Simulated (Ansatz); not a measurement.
## MgCdC₂O₆: reading a single point

```yaml
crystal:
  lattice:
    - [2.39109, 4.14149, 0.00000]
    - [-2.39109, 4.14149, 0.00000]
    - [0.00000, -2.76099, 5.21932]
  atoms:
    - { symbol: Cd, position: [0.00000, 0.00000, 0.00000] }
    - { symbol: Mg, position: [0.50000, 0.50000, 0.50000] }
    - { symbol: C, position: [0.24350, 0.24350, 0.73050] }
    - { symbol: C, position: [0.75650, 0.75650, 0.26950] }
    - { symbol: O, position: [0.76180, 0.76620, 0.83670] }
    - { symbol: O, position: [0.30870, 0.76180, 0.83670] }
    - { symbol: O, position: [0.76620, 0.30870, 0.83670] }
    - { symbol: O, position: [0.23820, 0.23380, 0.16330] }
    - { symbol: O, position: [0.69130, 0.23820, 0.16330] }
    - { symbol: O, position: [0.23380, 0.69130, 0.16330] }
```

Single point in Ansatz 0.2.0 with r2SCAN, no spin polarisation. Cutoff 500 eV, PAW datasets, 6×6×6 Γ-centred k mesh, fermi-dirac filling (width 0.1 eV).

(1) Describe some of the short contacts.

(2) What is the formation energy?

(3) Is the cell too large or too small?

(4) Metal or insulator?

(5) Which atom feels the largest force, and which way?

Origin: a database entry at a rescaled volume. Caveats: many states at the Fermi level without spin polarisation, so a magnetic state may lie lower; forces this large suggest misplaced atoms in the database entry; atoms or cell far from equilibrium.

Answers

(1) Cd–O at 1.73 Å: least valence density 1.56 e/Å³ and ELF 0.38 there. Mg–O at 2.16 Å: least valence density 0.20 e/Å³ and ELF 0.04 there. C–O at 2.45 Å: least valence density 0.21 e/Å³ and ELF 0.18 there. Both are smooth PAW fields, read partly inside the augmentation spheres.

(2) 2.25 eV an atom against the elements' usual phases (free molecules for gases, crystals otherwise, with no correction for O₂ or N₂), so at this geometry it isn't bound against them. Relaxing would lower it.

(3) The pressure is 42.4 GPa (compression positive), so with the atoms held at these fractions the cell would first expand; the forces are large, so a full relaxation may end otherwise. The principal stresses 20.3, 53.4, 53.4 GPa differ, so its shape would change too.

(4) It is a metal, with about 4.3 states/eV a cell as the mean within 0.25 eV of the Fermi level, mostly O p (70 %) and C p (27 %).

(5) The largest is on O6 (and as large on other atoms): 7.81 eV/Å, components (4.60, 2.41, -5.83). It makes 161° with the line to a nearest neighbour, Cd1 at 1.73 Å, pointing away from it.
